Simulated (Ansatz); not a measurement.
The calculation used Ansatz 0.2.0, DFT, r2SCAN, plane waves (500 eV) with PAW, scalar-relativistic. (PAW data from PBE, frozen cores regenerated.)

An element in the omega (AlB2-type) structure gives this curve. The cell is scaled uniformly from the relaxed one, with fractional coordinates and shape fixed. Energies are extrapolated to zero smearing, pressures are those at the given smearing. Magnetic state: spin not included.

```
V (Å³/atom)  E − E₀ (meV/atom)  P (GPa)
     30.415               32.0     3.14
     31.797               12.1     1.89
     33.180                2.1     0.86
     34.562                0.2     0.02
     35.945                4.8    -0.66
     37.327               14.7    -1.22
     38.710               28.7    -1.67
```

(1) Which element is it?
A. bismuth
B. ytterbium
C. thallium
D. tellurium

## Answers

(1) B. Its fit is V₀ = 34.23 Å³/atom, B₀ = 19.6 GPa, B₀′ = 4.3.
